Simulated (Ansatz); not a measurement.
GaFe$_{3}$ (Cu3Au type, space group No. 221) at seven volumes, r²SCAN in the plane-wave PAW code Ansatz, scaled uniformly. One row is withheld.

```tsv
V (Å³/atom)	P (GPa)
10.982	20.94
11.344	?
11.706	5.66
12.068	-0.01
12.430	-4.56
12.792	-8.17
13.155	-11.13
```

Question: Fit the shown pressures and predict the withheld one.

Answer: P = (3/2)B₀(x^(7/2) − x^(5/2))[1 + (3/4)(B′ − 4)(x − 1)] with x = (V₀/V)^(2/3). Least squares on the six rows gives V₀ = 12.069 Å³/atom, B₀ = 168 GPa, B′ = 5.99. At V = 11.344, x = 1.0422 and P = 12.52 GPa. The run itself gave 12.66 GPa.

Space group Pm-3m (Cu3Au type). The workflow started from an entry of the Crystallography Open Database (COD). Its standing as an ambient phase is unchecked. The cell was relaxed with r²SCAN under the symmetry of its start; whether a distortion lowers the energy is not shown. The final state is ferromagnetic, the only order run, not a proven ground state. Other orbital occupations within this spin state were not tried.

Potentials: the later of the program's two PAW sets.
